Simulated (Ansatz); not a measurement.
**TiPd (CsCl type): frozen-phonon scan**

Starting cell, TiPd (CsCl type):

```
TiPd
1.0
    6.20354     0.00000     0.00000
    0.00000     3.10177     0.00000
    0.00000     0.00000     3.10177
Ti Pd
2 2
Direct
  0.25000   0.50000   0.50000
  0.75000   0.50000   0.50000
  0.00000   0.00000   0.00000
  0.50000   0.00000   0.00000
```

The atoms are displaced by Q × the pattern below (from a DFPT mode at X = (0.5, 0.0, 0.0), largest move 1; Q in Å), at fixed cell. (q is in reciprocal vectors of the primitive cell; the cell shown is doubled to hold the pattern.)

```
atom       x      y      z
----  ------  -----  -----
Ti1    1.000  0.000  0.000
Ti2   -1.000  0.000  0.000
```

Atoms not listed stay in place.

All values below come from LDA (plane waves to 420 eV, PAW, scalar-relativistic; Ansatz, an electronic-structure program). k mesh 8×15×15 (Γ-centred), Fermi-Dirac smearing 0.05 eV. The energy includes the smearing's −TS. Compression counts positive. With partly filled bands, energies and forces of such displacements shift with the k mesh and the smearing. TiPd is run without spin polarisation. TiPd was relaxed with its symmetry unable to fall. The zero of ΔE is the undisplaced structure.

| Q (Å) | ΔE (meV/cell) | −dE/dQ from forces (eV/Å) | P (GPa) |
|---|---|---|---|
| -0.100 | 112 | 2.219 | 0.8 |
| -0.083 | 78 | 1.859 | 0.5 |
| -0.067 | 50 | 1.494 | 0.4 |
| -0.050 | 28 | 1.126 | 0.2 |
| -0.033 | 13 | 0.754 | 0.1 |
| -0.017 | 3 | 0.378 | 0.0 |
| 0.000 | 0 | 0.000 | 0.0 |
| 0.017 | 3 | -0.378 | 0.0 |
| 0.033 | 13 | -0.754 | 0.1 |
| 0.050 | 28 | -1.126 | 0.2 |
| 0.067 | 50 | -1.494 | 0.4 |
| 0.083 | 78 | -1.859 | 0.5 |
| 0.100 | 112 | -2.219 | 0.8 |

Summary:

The energy at Q = 0.100 Å comes out as 112 meV/cell. Space group of the distorted cell: P4/mmm (No. 123), lowered from Pm-3m. Symmetry of the curve: even: the same for both signs. Shape of the curve: a single well with its minimum at or next to zero displacement. Harmonic wavenumber from the curvature (finite differences): 254 cm⁻¹. Wavenumber by perturbation theory (DFPT, on another k mesh): 246 cm⁻¹.

(A displaced cell: forces are minus the slopes of the energy, force constants its curvatures, and phonons follow from these.)
